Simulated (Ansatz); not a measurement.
**WS2 with nitrogen replacing W, one structure, two calculations**

Cell: a supercell of WS2 (space group P6_3/mmc) built from a COD entry, with the ions relaxed around the defect (PBE, within the symmetry of the start).

Space group P-6m2 (No. 187); a = 9.5400, c = 12.5000 Å, γ = 120.00°.

```
site  Wyckoff  site symmetry       x       y       z
   N       1a           -6m2  0.0000  0.0000  0.0000
  W2       6l            m..  0.0012  0.3395  0.0000
  W6       1c           -6m2  0.3333  0.6667  0.0000
  W8       1e           -6m2  0.6667  0.3333  0.0000
 W10       3k            mm2  0.1110  0.8890  0.5000
 W12       3k            mm2  0.1110  0.5555  0.5000
 W14       3k            mm2  0.4443  0.2221  0.5000
 S19       2g            3m.  0.0000  0.0000  0.3746
 S20      12o              1  0.0001  0.3332  0.3746
 S24       2h            3m.  0.3333  0.6667  0.3748
 S26       2i            3m.  0.6667  0.3333  0.3748
 S28       6n            .m.  0.1077  0.8923  0.8827
 S30       6n            .m.  0.1137  0.5568  0.8718
 S32       6n            .m.  0.4430  0.2215  0.8750
```

One atom of each set is listed.

First run. The numbers come from a DFT calculation in Ansatz (PBE, plane waves and PAW, scalar-relativistic, 420 eV cutoff, Γ-centred 3×3×2 k-points, Fermi–Dirac smearing 0.01 eV, cell charge +1).

```tsv
site	V_zz (10²¹ V/m²)	η
N	0.76	0.00
W2	-21.3	0.61
W6	-16.97	0.00
W8	-19.82	0.00
W10	-17.06	0.00
W12	-16.80	0.00
W14	-16.64	0.00
S19	-4.64	0.00
S20	-4.32	0.01
S24	-4.22	0.00
S26	-4.37	0.00
S28	7.31	0.83
S30	-3.43	0.27
S32	-5.66	0.15
```

Second run. The same atoms and settings, except that the functional is r2SCAN and the cutoff is 500 eV.

**Question.** Given the first result, estimate the second.

**Answer.** 

| site | V_zz | η | change of V_zz |
| --- | --- | --- | --- |
| N | 1.00 | 0.00 | +0.24 |
| W2 | -21.6 | 0.61 | -0.25 |
| W6 | -16.83 | 0.00 | +0.14 |
| W8 | -19.79 | 0.00 | +0.03 |
| W10 | -16.96 | 0.00 | +0.10 |
| W12 | -16.71 | 0.00 | +0.09 |
| W14 | -16.55 | 0.00 | +0.09 |
| S19 | -4.69 | 0.00 | -0.05 |
| S20 | -4.36 | 0.01 | -0.04 |
| S24 | -4.29 | 0.00 | -0.07 |
| S26 | -4.42 | 0.00 | -0.05 |
| S28 | 7.34 | 0.85 | +0.03 |
| S30 | -3.48 | 0.25 | -0.05 |
| S32 | -5.70 | 0.12 | -0.04 |

The largest change of V_zz is on W2, from -21.3 to -21.6. In per cent, |V_zz| changes by -1 to +1 on W, 0 to +2 on S (all sites that start above 2).

The run isn't spin-polarised, and a state with spin may lie lower. The defect repeats with the cell of 54 atoms, so it feels its images: sites between two images don't show the values beside a lone defect, and zeros or small values of η there can come from the images' arrangement. S and W carry a gradient in the pure host already, so the values there aren't the defect's effect alone. The relaxation keeps the site symmetry -6m2 of the start, so the impurity can't leave its site; a distortion that would localise the partly filled state isn't explored. The symmetry of the start holds N at 2.31 Å from its nearest S, well beyond a usual N–S bond (about 1.8 Å). This is probably a saddle point: let free, the atom would likely move off the site and bind to fewer neighbours, so the values at and beside it aren't those of the real defect. A uniform background compensates the cell's charge. The defect cell has no gap above 0.1 eV on its mesh, so the values can hang on the smearing and the k-mesh. Without spin–orbit coupling the gradients at and beside W can be off by some per cent, at some sites by more.
